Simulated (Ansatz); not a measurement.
SiC (zinc blende), conventional cell a = 4.3798 Å, b = 4.3798 Å, c = 4.3798 Å, α = 90.00°, β = 90.00°, γ = 90.00°. The calculation uses the primitive cell of 2 atoms, to which meshes and values per cell refer.

The volume is varied about the relaxed value V₀ at fixed cell shape. Symmetry pins the atoms to their sites.

Computed with PBE (plane waves to 420 eV, PAW, scalar-relativistic; Ansatz, an electronic-structure program). k mesh 13×13×13 (Γ-centred), Fermi-Dirac smearing 0.05 eV. The energy includes the smearing's −TS. SiC was relaxed with its symmetry unable to fall. ΔE is measured from the relaxed starting cell.

Give the computed ΔE (meV/atom) at V/V₀ = 0.900, 0.920, 0.940, 1.020, 1.040, 1.060, 1.080, 1.100.


```
V/V₀   ΔE (meV/atom)
-----  -------------
0.900           82.7
0.920           51.1
0.940           27.7
1.020            2.7
1.040           10.5
1.060           22.8
1.080           39.3
1.100           59.5
```

(Under strain, the slope of the energy per volume gives the stress and its curvature an elastic modulus.)
